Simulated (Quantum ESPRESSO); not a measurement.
pw.x input (Quantum ESPRESSO 7.5; PBEsol, PseudoDojo standard norm-conserving files, scalar-relativistic):

```
&CONTROL
  calculation = 'scf'
  pseudo_dir = './pseudo'
  outdir = './out'
  tprnfor = .true.
  tstress = .true.
/
&SYSTEM
  ibrav = 0
  nat = 8
  ntyp = 2
  ecutwfc = 88.0
  ecutrho = 352.0
  occupations = 'smearing'
  smearing = 'fd'
  degauss = 0.002
  nbnd = 50
/
&ELECTRONS
  conv_thr = 8e-10
/
ATOMIC_SPECIES
Na 22.9898 Na.upf
Sb 121.7600 Sb.upf
CELL_PARAMETERS angstrom
  5.320679980000   0.000000000000   0.000000000000
 -2.660339990000   4.607844028000   0.000000000000
  0.000000000000   0.000000000000   9.470080000000
ATOMIC_POSITIONS crystal
Na   0.333333333000   0.666666667000   0.917200000000
Na   0.666666667000   0.333333333000   0.082800000000
Na   0.666666667000   0.333333333000   0.417200000000
Na   0.333333333000   0.666666667000   0.582800000000
Na   0.000000000000   0.000000000000   0.250000000000
Na   0.000000000000   0.000000000000   0.750000000000
Sb   0.666666667000   0.333333333000   0.750000000000
Sb   0.333333333000   0.666666667000   0.250000000000
K_POINTS automatic
6 6 4 0 0 0
```

End of the output:

```

[...]
     the Fermi energy is     3.9736 ev
!    total energy              =    -910.88840262 Ry
     estimated scf accuracy    <          5.7E-11 Ry
     smearing contrib. (-TS)   =      -0.00000056 Ry
     internal energy E=F+TS    =    -910.88840206 Ry
     The total energy is F=E-TS. E is the sum of the following terms:
     one-electron contribution =    -630.06573378 Ry
     hartree contribution      =     331.28462165 Ry
     xc contribution           =    -170.95652220 Ry
     ewald contribution        =    -441.15076773 Ry
     convergence has been achieved in   8 iterations
     Forces acting on atoms (cartesian axes, Ry/au):
     atom    1 type  1   force =     0.00000000    0.00000000    0.00027784
     atom    2 type  1   force =     0.00000000   -0.00000000   -0.00027784
     atom    3 type  1   force =    -0.00000000   -0.00000000    0.00027784
     atom    4 type  1   force =     0.00000000    0.00000000   -0.00027784
     atom    5 type  1   force =     0.00000000   -0.00000000    0.00000000
     atom    6 type  1   force =     0.00000000    0.00000000   -0.00000000
     atom    7 type  2   force =     0.00000000    0.00000000    0.00000000
     atom    8 type  2   force =     0.00000000    0.00000000   -0.00000000
     Total force =     0.000556     Total SCF correction =     0.000002
     Computing stress (Cartesian axis) and pressure
          total   stress  (Ry/bohr**3)                   (kbar)     P=       -0.96
  -0.00000605   0.00000000   0.00000000           -0.89        0.00        0.00
   0.00000000  -0.00000605  -0.00000000            0.00       -0.89       -0.00
   0.00000000  -0.00000000  -0.00000740            0.00       -0.00       -1.09
```
In a gapped system the printed Fermi energy is only some level inside the gap.

Spin-orbit coupling is not included.

Geometry of the Materials Project entry, not relaxed at this level.
